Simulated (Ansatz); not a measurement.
Si3N4:
```xyz
14
Lattice="-3.2212 3.2212 3.2212 3.2212 -3.2212 3.2212 3.2212 3.2212 -3.2212" Properties=species:S:1:pos:R:3 pbc="T T T"
N      1.8119     1.8119     1.8119
N      0.2013    -0.2013     3.0199
N      1.4093     4.6305    -1.4093
N      3.0199     0.2013    -0.2013
N     -1.4093     1.4093     4.6305
N      0.2013     0.2013     0.2013
N      4.6305    -1.4093     1.4093
N     -0.2013     3.0199     0.2013
Si     2.4159     3.2212    -1.6106
Si    -1.6106     2.4159     3.2212
Si     0.8053     3.2212     1.6106
Si     1.6106     0.8053     3.2212
Si     3.2212    -1.6106     2.4159
Si     3.2212     1.6106     0.8053
```

Tensor components refer to the Cartesian frame of this cell.

Task: Give the high-frequency dielectric tensor and the Born effective charge tensors of the independent atoms from DFPT, plane-wave PAW r²SCAN (Ansatz code).

Result: 
ε∞:
```
4.38  0.00  0.00
0.00  4.38  0.00
0.00  0.00  4.38
```
Z* of atom 1 (N), rows: field, columns: displacement, in e:
```
-2.56   0.37   0.41
 0.41  -2.56   0.37
 0.37   0.41  -2.56
```
Z* of atom 9 (Si), rows: field, columns: displacement, in e:
```
 3.53   0.00   0.00
 0.00   3.36  -0.01
 0.00   0.01   3.36
```

Static charges for comparison (Bader): N1 -2.39, Si9 +3.19 e. Born charges measure polarisation by displacement and can exceed these by far.

Space group I-43d. The workflow started from an entry of the Crystallography Open Database (COD), which files this formula under 4 space groups. It is not the phase usual at ambient conditions (space group No. 176). The cell was relaxed with r²SCAN under the symmetry of its start; whether a distortion lowers the energy is not shown.

Potentials: the earlier of the program's two PAW sets. The files were generated under PBE; for other functionals the program regenerates the frozen cores, and for LDA and PBEsol the local potential too.
